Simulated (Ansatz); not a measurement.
ZnGeP2 (chalcopyrite, I-42d), plane-wave PAW LDA (Ansatz code), all energies at zero smearing, with the estimated change up to a 700 eV cutoff added, with one set of potentials and settings (totals compare only within such a set). Cell of 8 atoms (2 Ge, 2 Zn, 4 P): -17829.542 eV.

| element | reference phase | E (eV/atom) |
|---|---|---|
| Ge | Fd-3m, 2 atoms in the cell | -4215.7216 |
| Zn | P6_3/mmc, 2 atoms in the cell | -3246.2618 |
| P | Cmce, 4 atoms in the cell | -725.9596 |

Formation energy per atom, worked out: (-17829.542 − 2×(-4215.7216) − 2×(-3246.2618) − 4×(-725.9596))/8 = -0.217 eV/atom (-21 kJ per mol of atoms), at 0 K, without zero-point energy or fitted corrections.

The LDA relaxation kept the symmetry of its start. The references are the lowest solids computed at this level, not always the standard phases.

Potentials: the later of the program's two PAW sets.
